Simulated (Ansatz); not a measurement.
From the elastic tensor of ZrOs at 6 GPa (stress–strain coefficients) to moduli and sound speeds

Method: Ansatz 0.2.0, DFT LDA, scalar-relativistic, plane waves, PAW. Settings: 420 eV plane-wave cutoff, Γ-centred 14×14×14 mesh, Fermi-Dirac smearing of 0.15 eV. No spin polarisation.

The structure is cubic, space group Pm-3m (No. 221). The conventional cell has a = 3.200 Å, b = 3.200 Å, c = 3.200 Å, α = 90.00°, β = 90.00°, γ = 90.00°. Around Zr (site symmetry m-3m) lie 8 Os at 2.77 Å. Os (site symmetry m-3m) has 8 Zr at 2.77 Å as nearest neighbours.

In a metal, frequencies and elastic constants depend on the k mesh and the smearing, soft modes and shear constants most. Spin–orbit coupling is left out, which can shift energies with elements as heavy as these. Other phases may be more stable at this pressure.

Relaxed-ion constants (GPa, on the Cartesian axes of the calculation):
```
431.9 174.5 174.5   0.0   0.0   0.0
174.5 431.9 174.5   0.0   0.0   0.0
174.5 174.5 431.9   0.0   0.0   0.0
  0.0   0.0   0.0 104.8   0.0   0.0
  0.0   0.0   0.0   0.0 104.8   0.0
  0.0   0.0   0.0   0.0   0.0 104.8
```

Density 14.262 g/cm³; 2 atoms in 32.77 Å³.

The values that follow are for a polycrystal of randomly turned grains, by Hill's mean where one number stands.

With S = C⁻¹: B_V = (C11+C22+C33+2(C12+C13+C23))/9, G_V = (C11+C22+C33−C12−C13−C23+3(C44+C55+C66))/15, 1/B_R = S11+S22+S33+2(S12+S13+S23), 15/G_R = 4(S11+S22+S33−S12−S13−S23)+3(S44+S55+S66); Hill is their mean. Then v_l = √((B+4G/3)/ρ), v_t = √(G/ρ), v_m = [(2/v_t³+1/v_l³)/3]^(−1/3) and Θ = (ħ/k_B)·v_m·(6π²n/V)^(1/3) for n atoms in the volume V; E = 9BG/(3B+G), ν = (3B−2G)/(2(3B+G)) and A^U = 5G_V/G_R + B_V/B_R − 6.

```
Bulk modulus, Voigt / Reuss / Hill          : 260.3 / 260.3 / 260.3 GPa
Shear modulus, Voigt / Reuss / Hill         : 114.4 / 113.2 / 113.8 GPa
Young's modulus                             : 298 GPa
Poisson ratio                               : 0.309
Pugh ratio B/G                              : 2.29
Universal anisotropy index                  : 0.05
Longitudinal and transverse sound speeds    : 5375 and 2825 m/s
Debye temperature from the mean sound speed : 370 K
```

Cost: 1 run of about 1.6 core-minutes, on Arm Neoverse V1 (shared hosts).